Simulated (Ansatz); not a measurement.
Magnetic orders of FePb

These are results of Ansatz, DFT PBE, scalar-relativistic, plane waves, PAW, not measurements.

```xyz
2
Lattice="3.3986 0.0000 0.0000 0.0000 3.3986 0.0000 0.0000 0.0000 3.3986" Properties=species:S:1:pos:R:3 pbc="T T T"
Fe    0.0000    0.0000    0.0000
Pb    1.6993    1.6993    1.6993
```

| Quantity | Value |
| --- | --- |
| plane-wave cutoff | 420 eV |
| Γ-centred k-mesh | 12×12×12 |
| occupation rule | Gaussian smearing, 0.1 eV |
| list of starting moments (μB, in atom order) | 3 0 |
| check for lower electronic states after the SCF | off |

All runs keep this geometry, which stands near equilibrium for the lowest state (largest force there 0.000 eV/Å, pressure 0.0 GPa) and needn't be a stable compound; relaxing each order would shift the differences by some 40 meV/atom, going by the pressures and a bulk modulus of about 150 GPa. A propagation vector, in units of the reciprocal vectors, doubles the cell, which takes an equally dense mesh. The large starts are 4.5 0 μB. The small starts are 0.5 0 μB. Site moments are spin moments in atom-centred spheres that scale with the neighbour distance. The states are those that the runs reached from these starts; a lower one can exist.

Problem. Starts tried: no spin; ferromagnetic; large parallel starting moments; antiferromagnetic, doubled cell, propagation vector (0, 0, 1/2); antiferromagnetic, doubled cell, propagation vector (0, 1/2, 1/2); antiferromagnetic, doubled cell, propagation vector (1/2, 1/2, 1/2); small parallel starting moments. Which state comes out lowest, and what are the moments?

Solution. The lowest state is ferromagnetic, reached from the start “ferromagnetic” and the start “large parallel starting moments” and the start “small parallel starting moments”, with site moments (μB) Fe +2.72.

```tsv
start	ends	energy above lowest (meV/atom)	site moments (μB)	gap on mesh (eV)	P (GPa)
no spin	non-magnetic	247	none over 0.05	metal	-10.0
ferromagnetic	ferromagnetic	0.00	Fe +2.72	metal	0.0
large parallel starting moments	ferromagnetic	0.00	Fe +2.72	metal	0.0
antiferromagnetic, doubled cell, propagation vector (0, 0, 1/2)	antiferromagnetic	45.5	Fe +2.65, Fe -2.65	metal	-0.5
antiferromagnetic, doubled cell, propagation vector (0, 1/2, 1/2)	antiferromagnetic	6.33	Fe +2.66, Fe -2.66	metal	-0.7
antiferromagnetic, doubled cell, propagation vector (1/2, 1/2, 1/2)	antiferromagnetic	63.6	Fe +2.47, Fe -2.47	metal	0.0
small parallel starting moments	ferromagnetic	0.00	Fe +2.72	metal	0.0
```